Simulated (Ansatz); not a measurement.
In the program Ansatz at the r²SCAN+D4 level (PAW), Ge2Sb2Te5 in the trigonal phase (P-3m1; Pearson symbol hP9) relaxes to a = 4.248 Å, c = 17.348 Å. Ge has 6 nearest neighbours from 2.97 Å (octahedral); Sb has 6 nearest neighbours from 2.99 Å (octahedral); Te on 1a has 6 nearest neighbours from 2.99 Å (octahedral); Te on 2d has 6 nearest neighbours from 2.97 Å (octahedral). Its formation energy from the elements is -0.080 eV/atom, with no fitted shifts.

The Kohn–Sham gap is 0.37 eV (smallest direct gap 0.40 eV). The valence maximum lies at Γ and the conduction minimum on the K–Γ line, 85 % of the way from K (6 equivalent valleys). HSE06 on the same cell gives 0.61 eV. Gap from r²SCAN+D4 with spin–orbit coupling: 0.13 eV. Electrons at the band edge weigh 0.046, 0.14, 0.34 mₑ (principal values). The hole mass is 0.049, 0.049, 0.50 mₑ (principal values).

The relaxed-ion elastic constants in GPa are C11 = 86.4, C12 = 18.6, C13 = 18.8, C14 = 9.6, C33 = 40.4, C44 = 21.4. The elastic constants imply a Debye temperature near 205 K. Without the LO–TO term the highest mode at Γ lies at 173 cm⁻¹. Bader charges are Ge +0.44, Sb +0.60, Te -0.47 to -0.35 e.

Symmetry was held in the r²SCAN+D4 relaxation. At this level the phase is dynamically unstable (imaginary phonons). The references are the lowest solids computed at this level, not always the standard phases. Scalar-relativistic: spin–orbit coupling is off unless named, which matters more the heavier the elements.

Potentials: the earlier of the program's two PAW sets. The files were generated under PBE; for other functionals the program regenerates the frozen cores, and for LDA and PBEsol the local potential too.
